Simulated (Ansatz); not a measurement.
# Equation of state of BaCa3O4 under PBE

```
CELL_PARAMETERS angstrom
5.10825 0.00000 0.00000
0.00000 5.10825 0.00000
0.00000 0.00000 5.10825
ATOMIC_POSITIONS crystal
Ba 0.50000 0.50000 0.50000
Ca 0.50000 0.00000 0.00000
Ca 0.00000 0.50000 0.00000
Ca 0.00000 0.00000 0.50000
O 0.00000 0.50000 0.50000
O 0.50000 0.00000 0.50000
O 0.50000 0.50000 0.00000
O 0.00000 0.00000 0.00000
```

The cell comes from a database or a generator and needn't be the stable form of this composition.

The cell was scaled at fixed shape and fractions and run with Ansatz, Ansatz PAW, cutoff 420 eV; PBE, k mesh 5 × 5 × 5 on the cell of 8 atoms, fermi-dirac occupations of 0.05 eV, no spin polarisation, no spin-orbit coupling. Energies are those that the program minimises, any entropy of the smearing included.

| V (Å³/atom) | energy over the lowest row (meV/atom) |
| --- | --- |
| 15.6622 | 9.852 |
| 15.9955 | ? |
| 16.3287 | 0.000 |
| 16.6619 | 1.142 |
| 16.9952 | 5.815 |
| 17.3284 | 13.581 |
| 17.6617 | 24.152 |

Problem. Fit the third-order Birch-Murnaghan form, give V0, B0 and B′, and predict the energy left open.

Solution. With y = (V0/V)^(2/3), E = E0 + (9 V0 B0/16) [(y - 1)³ B′ + (y - 1)² (6 - 4y)]. Least squares through the rows shown give V0 = 16.3908 Å³/atom, E0 = -0.073 meV, B0 = 90.35 GPa (1 eV/Å³ = 160.218 GPa) and B′ = 4.51, with a largest miss of 0.012 meV. At V = 15.9955 the form with these constants gives 2.738 meV; the run gave 2.758 meV an atom.
